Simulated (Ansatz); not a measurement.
**Ansatz 0.2.0, relaxation: CaPbF₆**

input.yaml:

```yaml
crystal:
  lattice:
    - [0.0, 4.28815, 4.28815]
    - [4.28815, 0.0, 4.28815]
    - [4.28815, 4.28815, 0.0]
  atoms:
    - { symbol: F, position: [0.75, 0.25, 0.25] }
    - { symbol: F, position: [0.25, 0.75, 0.25] }
    - { symbol: F, position: [0.25, 0.75, 0.75] }
    - { symbol: F, position: [0.75, 0.25, 0.75] }
    - { symbol: F, position: [0.25, 0.25, 0.75] }
    - { symbol: F, position: [0.75, 0.75, 0.25] }
    - { symbol: Ca, position: [0.5, 0.5, 0.5] }
    - { symbol: Pb, position: [0.0, 0.0, 0.0] }
  symmetry: { tolerance: 0.0003 }
kpoints:
  mp_grid: { grid: [4, 4, 4], shift: [0, 0, 0] }
magnetization:
  spin_polarized: false
scf:
  occupations: { method: fermi_dirac }
  eigensolver: { kind: davidson }
hamiltonian:
  pseudopotentials: { kind: paw }
  xc: r2scan
  dispersion: d3bjatm
basis:
  ecutwfc: 500
  precision: f64
  ecutrho_ratio: 12
output:
  forces: true
  stress: true
  eigenvalues: true
relax:
  max_steps: 40
  cell: {}
```

The command:

```bash
ansatz run input.yaml --threads 1 --pin off --max-ram 2560MiB --backend cpu --events-out ev --progress --plain --runs-dir out
```

Origin of the cell: a database entry, scaled a little.

The smearing width isn't typed, so it takes its default of 0.1 eV.

Output (shortened):

```
Pseudopotentials: kind: paw
Pseudopotential: F, paw, valence charge 7, recommended cutoff 500 eV (meta_gga), F.paw.azcp
Pseudopotential: Ca, paw, valence charge 10, recommended cutoff 500 eV (meta_gga), Ca.paw.azcp
Pseudopotential: Pb, paw, valence charge 14, recommended cutoff 500 eV (meta_gga), Pb.paw.azcp
Functional definition: r2SCAN
  exchange = r2scan_x(k0 = k0, k1 = k1, a1 = a1)
  correlation = r2scan_c
Crystal: 8 atoms, lattice volume = 157.703 Å³
Basis set: ecut = 500 eV, 4015 PW (Γ), exchange–correlation on 320×320×320 points (64 copies of the dense FFT grid, shifted against one another)
Bands: 41, of which v1, the nominal top of the filled ones, is band 33 counted from 1 (32 counted from 0)
Symmetry: 48 space group operations
[… 11 lines left out …]
Initial density: superposition of atomic densities (neutral atoms: chi_scale 0, normalization atom), corrected by the library's trained network
Functional: x = r2scan, c = r2scan; τ floored in thin density (d = 2e-4 eV/Å³)
SCF iter   1: F=—  HF=-18606.587623 eV  Δρ=9.68e-3  dr2=1.24e-1  dr2_τ=1.83e-1
SCF iter   2: F=—  HF=-18606.698763 eV  Δρ=4.45e-3  dr2=1.15e-2  dr2_τ=2.66e-3
SCF iter   3: F=—  HF=-18606.698556 eV  Δρ=1.58e-3  dr2=2.62e-3  dr2_τ=2.96e-4
SCF iter   4: F=—  HF=-18606.698121 eV  Δρ=2.21e-4  dr2=5.96e-5  dr2_τ=3.96e-6
SCF iter   5: F=—  HF=-18606.698194 eV  Δρ=9.65e-5  dr2=1.18e-5  dr2_τ=4.37e-6
SCF iter   6: F=—  HF=-18606.698196 eV  Δρ=1.95e-5  dr2=6.59e-7  dr2_τ=1.06e-7
SCF iter   7: F=-18606.698198 eV  HF=-18606.698198 eV  Δρ=6.55e-6  dr2=9.82e-8  dr2_τ=4.17e-9
SCF iter   8: F=—  HF=-18606.698198 eV  Δρ=6.74e-6  dr2=1.00e-7  dr2_τ=4.58e-9
SCF iter   9: F=-18606.698198 eV  HF=-18606.698198 eV  Δρ=2.74e-6  dr2=8.07e-9  dr2_τ=2.01e-9
relax step   1: F+E_penalty+E_count = -18606.698198 eV  Δ(F+E_penalty+E_count) = +0.000e0 eV  max|allowed force component| = 1.833e0 eV/Å  Δτ_max = 0.0000 Å  P = -1.726 GPa  Ω = 157.703 Å³  ( […]
relax step   2: F+E_penalty+E_count = -18607.143623 eV  Δ(F+E_penalty+E_count) = -4.454e-1 eV  max|allowed force component| = 9.875e-2 eV/Å  Δτ_max = 0.0803 Å  P = +2.192 GPa  Ω = 154.350 Å³ […]
relax step   3: F+E_penalty+E_count = -18607.171344 eV  Δ(F+E_penalty+E_count) = -2.772e-2 eV  max|allowed force component| = 8.661e-2 eV/Å  Δτ_max = 0.0010 Å  P = +0.113 GPa  Ω = 158.618 Å³ […]
relax step   4: F+E_penalty+E_count = -18607.172575 eV  Δ(F+E_penalty+E_count) = -1.231e-3 eV  max|allowed force component| = 4.366e-3 eV/Å  Δτ_max = 0.0048 Å  P = +0.014 GPa  Ω = 159.316 Å³ […]
relax step   5: F+E_penalty+E_count = -18607.173248 eV  Δ(F+E_penalty+E_count) = -6.734e-4 eV  max|allowed force component| = 4.517e-3 eV/Å  Δτ_max = 0.0000 Å  P = +0.009 GPa  Ω = 159.316 Å³  stress off target by 9.07e-3 GPa […]
SCF 5 converged in 8 iterations: F = -18607.173248 eV  dr2 = 9.52e-12
basis re-selected at this cell: Δ(F+E_penalty+E_count) = -6.734e-4 eV, ΔP = -0.005 GPa vs the last step (what re-selecting the basis moved, of the pressure what is left beyond the Pulay corre […]
SCF converged after 8 iterations
Free energy (F): -18607.173248 eV
Harris-Foulkes:  -18607.173248 eV  (|F-HF|=3.64e-12)
Internal energy: -18607.173248 eV  (E = F + TS)
E sigma→0 (E₀):  -18607.173248 eV
Fermi energy:    0.596150 eV
--- Per-component energies (eV) ---
  E_band       = -725.850603
  E_kinetic    = 1816.470557
  E_local      = -7344.794304  (includes V_loc(G=0)·N_el)
  E_nonlocal   = 859.641840
  E_hartree    = 2872.711576
  E_xc         = -811.751844
  E_vxc        = -1025.801753  (∫ρ·V_xc dr)
  E_paw        = -12534.879430  (= ΣΔE_a)
  E_vpaw       = -850.631180  (= ΣTr[D̂ρ^β])
  E_aug_tail   = -0.000059  (compensation charges beyond the density's cutoff)
  E_vtau       = 73.840989  (kinetic-family band-sum trace: ∫τ·v_τ [+ j·A + Jᵃ·Aᵃ] dr)
  E_ewald      = -3464.822498
  E_disp       = -0.305576  (pairwise vdW)
  E_core_change = 0.556488  (= ΣΔE_core)
  E_smearing   = -0.000000  (= −TS)
  Σ components = -18607.173248   (vs F -18607.173248, Δ=0.00e0)
--- Forces (eV/Å), atoms counted from 1 ---
  atom   1  F     -0.004517     0.000000     0.000000
  atom   2  F      0.000000    -0.004517    -0.000000
  atom   3  F      0.004517    -0.000000    -0.000000
  atom   4  F      0.000000     0.004517     0.000000
  atom   5  F     -0.000000    -0.000000    -0.004517
  atom   6  F     -0.000000     0.000000     0.004517
  atom   7  Ca     0.000000    -0.000000    -0.000000
  atom   8  Pb    -0.000000     0.000000    -0.000000
  max |Σ_I F_I| component: 2.45e-18 eV/Å
--- Stress (GPa, compression-positive) ---
        0.009066      -0.000000      -0.000000
       -0.000000       0.009066      -0.000000
       -0.000000      -0.000000       0.009066
  P = ⅓ Tr σ = 0.0091 GPa (0.091 kbar)
--- Relaxed structure (4 steps of the walk, 4 accepted, 1 SCFs on fresh bases) ---
  F+E_penalty+E_count = -18607.173248 eV   max|allowed force component| = 4.517e-3 eV/Å   (the final SCF, on the basis selected at the relaxed cell)
  cell:  # Å, volume = 159.3162 Å³
    - [0.0, 4.302722, 4.302722]
    - [4.302722, 0.0, 4.302722]
    - [4.302722, 4.302722, 0.0]
  atoms:
    - { symbol: F, position: [0.760038, 0.239962, 0.239962] }
    - { symbol: F, position: [0.239962, 0.760038, 0.239962] }
    - { symbol: F, position: [0.239962, 0.760038, 0.760038] }
    - { symbol: F, position: [0.760038, 0.239962, 0.760038] }
    - { symbol: F, position: [0.239962, 0.239962, 0.760038] }
    - { symbol: F, position: [0.760038, 0.760038, 0.239962] }
    - { symbol: Ca, position: [0.5, 0.5, 0.5] }
    - { symbol: Pb, position: [0.0, 0.0, 0.0] }
```

Caveats: no spin-orbit coupling, though heavy elements are present; the relaxation held the start's symmetry, so the end may be a saddle point.

It ran for 2.2 min on 1 thread of Arm Neoverse V2, on a shared host, peak memory 2.1 GiB, from the program's own first density.
